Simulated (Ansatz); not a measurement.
Relaxed PbF₂ (fluorite):

```yaml
crystal:
  lattice:
    - [0.00000, 3.00038, 3.00038]
    - [3.00038, 0.00000, 3.00038]
    - [3.00038, 3.00038, 0.00000]
  atoms:
    - { symbol: Pb, position: [0.00000, 0.00000, 0.00000] }
    - { symbol: F, position: [0.75000, 0.75000, 0.75000] }
    - { symbol: F, position: [0.25000, 0.25000, 0.25000] }
```

Scan: atom 1 (Pb, nearest neighbour F at 2.598 Å; its periodic images, 4.2 Å or more away, move with it) is displaced towards the nearest neighbour, direction (-0.577, 0.577, 0.577) in Cartesian axes, by s. The other atoms stay.

Level of theory: PBE (plane waves to 420 eV, PAW, scalar-relativistic; Ansatz, a program for electronic structure). k mesh 8×8×8 (Γ-centred), Fermi-Dirac smearing 0.05 eV. E stands for the smeared free energy. PbF2 was relaxed with its symmetry unable to fall. Spin-orbit coupling is left out, though Pb is heavy. ΔE is measured from the undisplaced structure.

```json
[
 {"s (Å)": "-0.260", "ΔE (meV/cell)": "45.8"},
 {"s (Å)": "-0.208", "ΔE (meV/cell)": "withheld"},
 {"s (Å)": "-0.156", "ΔE (meV/cell)": "14.1"},
 {"s (Å)": "-0.104", "ΔE (meV/cell)": "5.9"},
 {"s (Å)": "-0.052", "ΔE (meV/cell)": "1.4"},
 {"s (Å)": "0.000", "ΔE (meV/cell)": "0.0"},
 {"s (Å)": "0.052", "ΔE (meV/cell)": "1.4"},
 {"s (Å)": "0.104", "ΔE (meV/cell)": "5.9"},
 {"s (Å)": "0.156", "ΔE (meV/cell)": "14.1"},
 {"s (Å)": "0.208", "ΔE (meV/cell)": "withheld"},
 {"s (Å)": "0.260", "ΔE (meV/cell)": "45.8"}
]
```

Q: Fit an even polynomial form (powers 2, 4) to the given rows and predict ΔE at s = 0.208.

A: Least squares on the 9 given rows: ΔE = (523.0)·s² + (2287)·s⁴, in meV/cell with s in Å; root-mean-square residual 0.02 meV/cell. At 0.208 the fit gives 26.9 meV/cell; the calculation gives 26.9 meV/cell, the same to the digits shown. The quadratic term alone would give 22.6 meV/cell.

(For displaced atoms, the force is minus the slope of the energy, and its curvature is a force constant, which sets phonon frequencies.)
